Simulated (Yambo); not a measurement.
Absorption of SrNiF₆ (space group R-3m, No. 166) with and without the electron-hole interaction (Yambo, LDA bands; 4×4×4 mesh, 21 valence and 3 conduction bands, static screening with 70 bands and a 3 Ry block, scissor 2.75 eV, Tamm-Dancoff; field along x). Axes are Cartesian, with cell vectors (Å) (3.55, 2.05, 2.20), (-3.55, 2.05, 2.20), (0.00, -4.10, 2.20).

```json
[
 {"E (eV)": "0.00", "Im ε, BSE": "0.02", "Im ε, independent quasiparticles": "0.02"},
 {"E (eV)": "0.10", "Im ε, BSE": "0.02", "Im ε, independent quasiparticles": "0.02"},
 {"E (eV)": "0.20", "Im ε, BSE": "0.02", "Im ε, independent quasiparticles": "0.02"},
 {"E (eV)": "0.30", "Im ε, BSE": "0.02", "Im ε, independent quasiparticles": "0.02"},
 {"E (eV)": "0.40", "Im ε, BSE": "0.02", "Im ε, independent quasiparticles": "0.02"},
 {"E (eV)": "0.50", "Im ε, BSE": "0.02", "Im ε, independent quasiparticles": "0.02"},
 {"E (eV)": "0.60", "Im ε, BSE": "0.02", "Im ε, independent quasiparticles": "0.02"},
 {"E (eV)": "0.70", "Im ε, BSE": "0.02", "Im ε, independent quasiparticles": "0.02"},
 {"E (eV)": "0.80", "Im ε, BSE": "0.02", "Im ε, independent quasiparticles": "0.02"},
 {"E (eV)": "0.90", "Im ε, BSE": "0.03", "Im ε, independent quasiparticles": "0.02"},
 {"E (eV)": "1.00", "Im ε, BSE": "0.03", "Im ε, independent quasiparticles": "0.02"},
 {"E (eV)": "1.10", "Im ε, BSE": "0.03", "Im ε, independent quasiparticles": "0.02"},
 {"E (eV)": "1.20", "Im ε, BSE": "0.03", "Im ε, independent quasiparticles": "0.02"},
 {"E (eV)": "1.30", "Im ε, BSE": "0.03", "Im ε, independent quasiparticles": "0.03"},
 {"E (eV)": "1.40", "Im ε, BSE": "0.03", "Im ε, independent quasiparticles": "0.03"},
 {"E (eV)": "1.50", "Im ε, BSE": "0.04", "Im ε, independent quasiparticles": "0.03"},
 {"E (eV)": "1.60", "Im ε, BSE": "0.04", "Im ε, independent quasiparticles": "0.03"},
 {"E (eV)": "1.70", "Im ε, BSE": "0.04", "Im ε, independent quasiparticles": "0.03"},
 {"E (eV)": "1.80", "Im ε, BSE": "0.05", "Im ε, independent quasiparticles": "0.03"},
 {"E (eV)": "1.90", "Im ε, BSE": "0.05", "Im ε, independent quasiparticles": "0.03"},
 {"E (eV)": "2.00", "Im ε, BSE": "0.06", "Im ε, independent quasiparticles": "0.04"},
 {"E (eV)": "2.10", "Im ε, BSE": "0.06", "Im ε, independent quasiparticles": "0.04"},
 {"E (eV)": "2.20", "Im ε, BSE": "0.07", "Im ε, independent quasiparticles": "0.04"},
 {"E (eV)": "2.30", "Im ε, BSE": "0.08", "Im ε, independent quasiparticles": "0.04"},
 {"E (eV)": "2.40", "Im ε, BSE": "0.10", "Im ε, independent quasiparticles": "0.04"},
 {"E (eV)": "2.50", "Im ε, BSE": "0.12", "Im ε, independent quasiparticles": "0.05"},
 {"E (eV)": "2.60", "Im ε, BSE": "0.16", "Im ε, independent quasiparticles": "0.05"},
 {"E (eV)": "2.70", "Im ε, BSE": "0.20", "Im ε, independent quasiparticles": "0.05"},
 {"E (eV)": "2.80", "Im ε, BSE": "0.19", "Im ε, independent quasiparticles": "0.06"},
 {"E (eV)": "2.90", "Im ε, BSE": "0.20", "Im ε, independent quasiparticles": "0.06"},
 {"E (eV)": "3.00", "Im ε, BSE": "0.24", "Im ε, independent quasiparticles": "0.07"},
 {"E (eV)": "3.10", "Im ε, BSE": "0.32", "Im ε, independent quasiparticles": "0.08"},
 {"E (eV)": "3.20", "Im ε, BSE": "0.46", "Im ε, independent quasiparticles": "0.08"},
 {"E (eV)": "3.30", "Im ε, BSE": "0.72", "Im ε, independent quasiparticles": "0.09"},
 {"E (eV)": "3.40", "Im ε, BSE": "1.04", "Im ε, independent quasiparticles": "0.10"},
 {"E (eV)": "3.50", "Im ε, BSE": "1.22", "Im ε, independent quasiparticles": "0.12"},
 {"E (eV)": "3.60", "Im ε, BSE": "1.42", "Im ε, independent quasiparticles": "0.14"},
 {"E (eV)": "3.70", "Im ε, BSE": "1.65", "Im ε, independent quasiparticles": "0.17"},
 {"E (eV)": "3.80", "Im ε, BSE": "1.74", "Im ε, independent quasiparticles": "0.21"},
 {"E (eV)": "3.90", "Im ε, BSE": "1.86", "Im ε, independent quasiparticles": "0.29"},
 {"E (eV)": "4.00", "Im ε, BSE": "1.85", "Im ε, independent quasiparticles": "0.41"},
 {"E (eV)": "4.10", "Im ε, BSE": "1.50", "Im ε, independent quasiparticles": "0.56"},
 {"E (eV)": "4.20", "Im ε, BSE": "1.16", "Im ε, independent quasiparticles": "0.71"},
 {"E (eV)": "4.30", "Im ε, BSE": "1.08", "Im ε, independent quasiparticles": "0.91"},
 {"E (eV)": "4.40", "Im ε, BSE": "1.19", "Im ε, independent quasiparticles": "1.14"},
 {"E (eV)": "4.50", "Im ε, BSE": "1.35", "Im ε, independent quasiparticles": "1.28"},
 {"E (eV)": "4.60", "Im ε, BSE": "1.54", "Im ε, independent quasiparticles": "1.22"},
 {"E (eV)": "4.70", "Im ε, BSE": "1.67", "Im ε, independent quasiparticles": "1.20"},
 {"E (eV)": "4.80", "Im ε, BSE": "1.53", "Im ε, independent quasiparticles": "1.17"},
 {"E (eV)": "4.90", "Im ε, BSE": "1.35", "Im ε, independent quasiparticles": "1.17"},
 {"E (eV)": "5.00", "Im ε, BSE": "1.37", "Im ε, independent quasiparticles": "1.28"},
 {"E (eV)": "5.10", "Im ε, BSE": "1.48", "Im ε, independent quasiparticles": "1.47"},
 {"E (eV)": "5.20", "Im ε, BSE": "1.50", "Im ε, independent quasiparticles": "1.78"},
 {"E (eV)": "5.30", "Im ε, BSE": "1.42", "Im ε, independent quasiparticles": "2.33"},
 {"E (eV)": "5.40", "Im ε, BSE": "1.27", "Im ε, independent quasiparticles": "2.90"},
 {"E (eV)": "5.50", "Im ε, BSE": "1.05", "Im ε, independent quasiparticles": "3.38"},
 {"E (eV)": "5.60", "Im ε, BSE": "0.88", "Im ε, independent quasiparticles": "3.74"},
 {"E (eV)": "5.70", "Im ε, BSE": "0.79", "Im ε, independent quasiparticles": "3.89"},
 {"E (eV)": "5.80", "Im ε, BSE": "0.75", "Im ε, independent quasiparticles": "4.19"},
 {"E (eV)": "5.90", "Im ε, BSE": "0.72", "Im ε, independent quasiparticles": "4.30"},
 {"E (eV)": "6.00", "Im ε, BSE": "0.67", "Im ε, independent quasiparticles": "3.85"},
 {"E (eV)": "6.10", "Im ε, BSE": "0.67", "Im ε, independent quasiparticles": "3.42"},
 {"E (eV)": "6.20", "Im ε, BSE": "0.72", "Im ε, independent quasiparticles": "2.93"},
 {"E (eV)": "6.30", "Im ε, BSE": "0.83", "Im ε, independent quasiparticles": "2.52"},
 {"E (eV)": "6.40", "Im ε, BSE": "1.10", "Im ε, independent quasiparticles": "2.32"},
 {"E (eV)": "6.50", "Im ε, BSE": "1.67", "Im ε, independent quasiparticles": "2.09"},
 {"E (eV)": "6.60", "Im ε, BSE": "2.16", "Im ε, independent quasiparticles": "1.71"},
 {"E (eV)": "6.70", "Im ε, BSE": "2.15", "Im ε, independent quasiparticles": "1.43"},
 {"E (eV)": "6.80", "Im ε, BSE": "2.03", "Im ε, independent quasiparticles": "1.25"},
 {"E (eV)": "6.90", "Im ε, BSE": "1.84", "Im ε, independent quasiparticles": "1.31"},
 {"E (eV)": "7.00", "Im ε, BSE": "1.80", "Im ε, independent quasiparticles": "1.68"}
]
```

The scissor comes from a G0W0 run whose convergence isn't established. Broadening 0.15 eV. The band window holds all transitions up to 11.9 eV. Fine structure above the onset can come from the mesh.

The 3d shell has no Hubbard U; the runs are without spin polarisation, and magnetic order was not tried.

Geometry of the Materials Project entry, not relaxed at this level; primitive cell a = 4.656 Å, b = 4.656 Å, c = 4.656 Å, α = 99.44°, β = 99.44°, γ = 99.44°.
